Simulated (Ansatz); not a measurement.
Two states of RbVF₃

```xyz
10
Lattice="4.1340 4.1340 0.0000 4.1340 -4.1340 0.0000 0.0000 0.0000 4.1340" Properties=species:S:1:pos:R:3 pbc="T T T"
Rb    0.0000    0.0000    0.0000
Rb    4.1340    0.0000    0.0000
F     2.0670   -2.0670    0.0000
F     2.0670    2.0670    0.0000
F     4.1340   -2.0670    2.0670
F     4.1340    2.0670    2.0670
F     2.0670    0.0000    2.0670
F     6.2009    0.0000    2.0670
V     2.0670   -2.0670    2.0670
V     2.0670    2.0670    2.0670
```

The numbers come from plane-wave PAW DFT (Ansatz): r2SCAN, 500 eV, 3×3×4 (shifted by 0.5, 0.5, 0.5 steps) k points, fermi-dirac occupations (width 0.0522 eV). Nothing was relaxed.

State A: V9 up, V10 up (collinear spin). State B: V9 down, V10 up (collinear spin).

Q: Which state is lower, and how do they differ?

A: State B is lower by 6.5 meV an atom at zero smearing.

| state | free energy (meV/atom) | largest moment in a small sphere (μB) | net moment (μB/cell) | gap on mesh (eV) | pressure (GPa) | largest force (eV/Å) |
| --- | --- | --- | --- | --- | --- | --- |
| A | 6.5 | 2.25 | 6.00 | 2.25 | 2.7 | 0.00 |
| B | 0.0 | 2.24 | 0.00 | 2.77 | 2.3 | 0.00 |

Origin: a database entry at a rescaled volume. Caveats: the mesh misses a band edge that the path finds; an odd or shifted mesh can miss the band edges, so this level's true gap may be smaller.
